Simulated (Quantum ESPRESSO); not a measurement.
ZnMgGaSe2SCl, convergence and cost over cutoff and k mesh

A calculation, not a measurement. The program is pw.x of Quantum ESPRESSO 7.5 (plane-wave density functional theory). The cell is made up: 7 atoms on a wurtzite lattice with one site empty, with randomly drawn elements, strain and displacements, not relaxed. PseudoDojo standard norm-conserving files (v0.5 for PBE, v0.4.1 for LDA and PBEsol) set the functional; there is no spin polarisation, spin-orbit coupling or dispersion term, and the masses in the input are unused placeholders.

Input of the run in row 4:

```
&control calculation='scf', pseudo_dir='./dojo.nc.sr.pbe.v0_5.standard.upf', outdir='./o', disk_io='medium', tprnfor=.true., tstress=.true. /
&system ibrav=0, nat=7, ntyp=6, nbnd=50, ecutwfc=85.99341389, nosym=.true., tot_charge=0,
 occupations='smearing', smearing='fd', degauss=0.0018374661
/
&electrons conv_thr=7.350e-09, electron_maxstep=60, /
ATOMIC_SPECIES
Cl 1.0 Cl.upf
Ga 1.0 Ga.upf
Mg 1.0 Mg.upf
S 1.0 S.upf
Se 1.0 Se.upf
Zn 1.0 Zn.upf
CELL_PARAMETERS angstrom
3.877 -0.0163 -0.0095
-0.0283 6.8009 -0.0753
-0.0155 -0.071 6.2693
ATOMIC_POSITIONS angstrom
Zn 0.0634 0.0884 -0.0187
Mg 1.9948 1.1128 3.075
Ga 0.0117 4.4855 2.9892
Se 0.0458 -0.0208 2.3547
Se 1.958 3.4005 2.3216
S 1.9774 1.0927 5.4107
Cl 0.0231 4.5054 5.3441
K_POINTS automatic
5 4 4 1 1 1
```

The same cell was run at these settings. Meshes are shifted by half a step, and differences are from the last row, which is itself not exact.

| cutoff (eV) | k mesh | k points solved | threshold (eV) | free energy less the last row's (eV) | pressure (GPa) | largest stress difference (GPa) | largest force difference (eV/Å) | iterations | wall time (s) | k-point pools | processor |
| --- | --- | --- | --- | --- | --- | --- | --- | --- | --- | --- | --- |
| 819 | 2 x 2 x 2 | 4 | 1e-04 | 3.992 | -38.92 | 47.20 | 0.105 | 7 | 47 | 1 | AMD EPYC, Zen 5 class |
| 1170 | 2 x 2 x 2 | 4 | 1e-07 | -0.649 | 5.27 | 3.29 | 0.098 | 10 | 116 | 1 | AMD EPYC, Zen 5 class |
| 816 | 5 x 4 x 4 | 40 | 1e-07 | 4.927 | -40.51 | 46.67 | 0.013 | 10 | 425 | 1 | AMD EPYC, Zen 5 class |
| 1170 | 5 x 4 x 4 | 40 | 1e-07 | -0.006 | 5.99 | 0.06 | 0.005 | 10 | 778 | 1 | AMD EPYC, Zen 5 class |
| 1467 | 7 x 6 x 6 | 126 | 1e-07 | 0.000 | 6.00 | 0.00 | 0.000 | 10 | 3018 | 1 | AMD EPYC, Zen 5 class |

Each pool is one process. Wall times include start-up and a band step at six k points, which weighs most on the coarsest meshes. The runs were on shared virtual cores whose load varied, so times are rough.